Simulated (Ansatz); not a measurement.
## MnB, several self-consistent solutions

```yaml
crystal:
  lattice:
    - [5.56318, 0.00000, 0.00000]
    - [0.00000, 2.97685, 0.00000]
    - [0.00000, 0.00000, 4.14724]
  atoms:
    - { symbol: Mn, position: [0.17588, 0.25000, 0.12083] }
    - { symbol: Mn, position: [0.32412, 0.75000, 0.62083] }
    - { symbol: Mn, position: [0.67588, 0.25000, 0.37917] }
    - { symbol: Mn, position: [0.82412, 0.75000, 0.87917] }
    - { symbol: B, position: [0.03410, 0.25000, 0.61280] }
    - { symbol: B, position: [0.46590, 0.75000, 0.11280] }
    - { symbol: B, position: [0.53410, 0.25000, 0.88720] }
    - { symbol: B, position: [0.96590, 0.75000, 0.38720] }
```

All energies were calculated with Ansatz 0.2.0 (r2SCAN; 500 eV; 4×7×5 Γ-centred mesh; fermi-dirac occupations of width 0.050 eV). The atoms are fixed and numbered as listed; spin is collinear, without spin-orbit coupling.

The cycle has several fixed points for this cell. Moments (μB):

```json
{"state": "A", "Mn1": "0.00", "Mn2": "0.00", "Mn3": "0.00", "Mn4": "0.00", "other atoms together": "0.00", "size of the net moment a cell": "0.00"}
{"state": "B", "Mn1": "2.41", "Mn2": "-2.41", "Mn3": "2.41", "Mn4": "-2.41", "other atoms together": "0.00", "size of the net moment a cell": "0.00"}
{"state": "C", "Mn1": "2.48", "Mn2": "2.48", "Mn3": "-2.48", "Mn4": "-2.48", "other atoms together": "0.00", "size of the net moment a cell": "0.00"}
{"state": "D", "Mn1": "2.20", "Mn2": "2.20", "Mn3": "2.20", "Mn4": "2.20", "other atoms together": "-0.46", "size of the net moment a cell": "8.47"}
{"state": "E", "Mn1": "2.59", "Mn2": "2.42", "Mn3": "2.49", "Mn4": "-1.36", "other atoms together": "-0.29", "size of the net moment a cell": "6.02"}
{"state": "F", "Mn1": "2.20", "Mn2": "-2.20", "Mn3": "-2.20", "Mn4": "2.20", "other atoms together": "0.00", "size of the net moment a cell": "0.00"}
```

Site moments are taken in small spheres that don't touch (radius about 0.4 of the atom's shortest bond), so those of the magnetic atoms read low, and they needn't add up to the net moment. State A was run without spin polarisation.

What is the order in energy at zero smearing?

State D (parallel moments) is lowest; E (antiparallel, not compensated) lies 74 meV above it, C (antiparallel, compensated) lies 94 meV above it, B (antiparallel, compensated) lies 105 meV above it, F (antiparallel, compensated) lies 137 meV above it, A (without moments) lies 342 meV above it, all counted an atom of the cell.

Which states have a gap on the mesh, and what pressure does each exert on this cell?

A: no gap, -23.8 GPa; B: no gap, 1.8 GPa; C: no gap, 1.9 GPa; D: no gap, -6.9 GPa; E: no gap, -2.7 GPa; F: no gap, -2.3 GPa (positive in compression). Moments take up room: without them the pressure is lower, so that state wants a smaller cell.

How much does the cell gain by forming moments?

342 meV an atom of the cell, or 684 meV for each Mn atom, against state A, which has none. In a metal like this the level decides whether moments form at all, so this is no ordering energy.

Of 5 runs begun from atoms with typed moments, each in a different pattern, 1 ended in state D: one start isn't enough to call a state the ground state.

The cell is that of a Crystallography Open Database entry, unchanged.

Caveats: only orders that fit this cell and collinear spins were tried, so the true order may need a larger cell or canted moments; atoms and cell are not relaxed, and each state would relax in its own way; r2SCAN overestimates the moments and magnetic energies of itinerant metals, and can make a paramagnetic metal magnetic; the k mesh is coarse, so differences of a few meV are uncertain where a state is a metal; at this level the entry's cell stands at -7 GPa (positive in compression); one start a pattern, so a lower state of the same pattern may exist.
